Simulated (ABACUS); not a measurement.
Input and output of a self-consistent single point for Ta₂O₅ (P2/m, 7 atoms in the cell; from Materials Project mp-1238961, changed as shown) (ABACUS).

Method: PBEsol, PseudoDojo 0.4 standard norm-conserving PBEsol (tails mended) pseudopotentials (plane waves; ABACUS 3.10.1).

The change in words: volume scaled by 0.98. Reference geometry (P2/m):
```xyz
7
Lattice="3.8414 0.0000 0.0000 0.0000 3.8627 0.0000 -1.8189 0.0000 6.5290" Properties=species:S:1:pos:R:3 pbc="T T T"
Ta     1.0558     0.0000     5.1664
Ta     0.9667     0.0000     1.3625
O      1.0914     1.9314     5.2123
O      0.9311     1.9314     1.3167
O     -0.8547     0.0000     5.6842
O      2.8771     0.0000     0.8447
O      1.0112     0.0000     3.2645
```

Reference input (self-consistent single point, DFT, PBEsol, plane waves, PseudoDojo 0.4 standard norm-conserving PBEsol (tails mended) pseudopotentials): KPT = Gamma 4 4 2 0 0 0; basis_type = pw; dft_functional = PBESOL; ecutwfc = 84 Ry; smearing_method = fd; smearing_sigma = 0.000734986 Ry; potentials = PseudoDojo 0.4 standard norm-conserving PBEsol (tails mended); symmetry = 1; ks_solver = dav_subspace; scf_nmax = 100; scf_thr = 1.0e-09 Ry; mixing_type = broyden. This run's input differs from it in these lines:

```diff
@@ -24,8 +24,8 @@
 LATTICE_CONSTANT
-7.259213
+7.210488
 
 LATTICE_VECTORS
-   0.9999999769    0.0000000000    0.0000000000
-   0.0000000000    1.0055474190    0.0000000000
-  -0.4735081540    0.0000000000    1.6996258794
+   1.0000000186    0.0000000000    0.0000000000
+   0.0000000000    1.0055474701    0.0000000000
+  -0.4735081566    0.0000000000    1.6996262528
 
@@ -37,4 +37,4 @@
 2
-   1.0557664172    0.0000000000    5.1664313376
-   0.9667045828    0.0000000000    1.3625286624
+   1.0486800395    0.0000000000    5.1317545508
+   0.9602159605    0.0000000000    1.3533834492
 
@@ -43,7 +43,7 @@
 5
-   1.0913608173    1.9313600000    5.2122646368
-   0.9311101827    1.9313600000    1.3166953632
-  -0.8546587106    0.0000000000    5.6842431552
-   2.8771297106    0.0000000000    0.8447168448
-   1.0112355000    0.0000000000    3.2644800000
+   1.0840355262    1.9183965000    5.1772802195
+   0.9248604738    1.9183965000    1.3078577805
+  -0.8489220828    0.0000000000    5.6460908456
+   2.8578180828    0.0000000000    0.8390471544
+   1.0044480000    0.0000000000    3.2425690000
 # file: KPT
```

Output, abridged:

```
 SELF-CONSISTENT
 -------------------------------------------
                                 init_chg = atomic

 PW ALGORITHM --------------- ION=   1  ELEC=   1--------------------------------

 Density error is 2.60404600765
                          Error Threshold = 0.01
 E_KohnSham     -425.3065528069      -5786.5925149119
 E_Fermi        0.6344361189         8.6319462345

 PW ALGORITHM --------------- ION=   1  ELEC=   2--------------------------------

 Density error is 0.106414685117
                          Error Threshold = 0.00465008215652
 E_KohnSham     -425.8421935788      -5793.8802814902
   [... lines left out ...]

 Density error is 2.13349724961e-09
                          Error Threshold = 9.27459253718e-11
 E_KohnSham     -425.8527021972      -5794.0232585792
 E_Fermi        0.6237042862         8.4859321593

 PW ALGORITHM --------------- ION=   1  ELEC=  12--------------------------------

 Density error is 3.73822073478e-10
                          Error Threshold = 3.80981651716e-12
 E_KohnSham     -425.8527021990      -5794.0232586037
 E_KS(sigma->0) -425.8527021990      -5794.0232586037
 E_entropy(-TS) 0.0000000000         0.0000000000
 E_Fermi        0.6237032890         8.4859185924
 charge density convergence is achieved
 final etot is -5794.0232586 eV
 EFERMI = 8.4859185924 eV

 STATE ENERGY(eV) AND OCCUPATIONS    NSPIN == 1
   [... 35 lines left out ...]

 TOTAL-FORCE (eV/Angstrom)
                       Ta1        -0.0591606345         0.0000000000         0.0607195725
                       Ta2         0.0591606345         0.0000000000        -0.0607195725
                        O1         0.0388491770         0.0000000000         0.0486057437
                        O2        -0.0388491770         0.0000000000        -0.0486057437
                        O3        -0.0178033625         0.0000000000        -0.0185448945
                        O4         0.0178033625         0.0000000000         0.0185448945
                        O5         0.0000000000         0.0000000000         0.0000000000

 TOTAL-STRESS (KBAR)
        16.3406279634         0.0000000000        -0.5214070318
         0.0000000000        27.3370939890         0.0000000000
        -0.5214070318         0.0000000000        16.8902731912
 TOTAL-PRESSURE: 20.189332 KBAR

 --------------------------------------------
 !FINAL_ETOT_IS -5794.0232586036981957 eV
 --------------------------------------------
```

The run converged in 12 iterations. Against the reference run the free energy stays essentially unchanged (within 1 meV/atom), the pressure goes from -2.68 to 2.02 GPa, the largest force goes from 0.067 to 0.085 eV/Å and the gap on the mesh goes from 2.176 to 2.225 eV.

Spin-orbit coupling is left out, which matters for bands and gaps with elements this heavy. The structure comes from a collection of computed structures, made at another level of theory; the collection holds predicted forms beside known ones.

Cost on one core: about 80 core-seconds (a rough figure).

“Tails mended”: in these copies of the files the far tail of each local potential was reset to the Coulomb form.
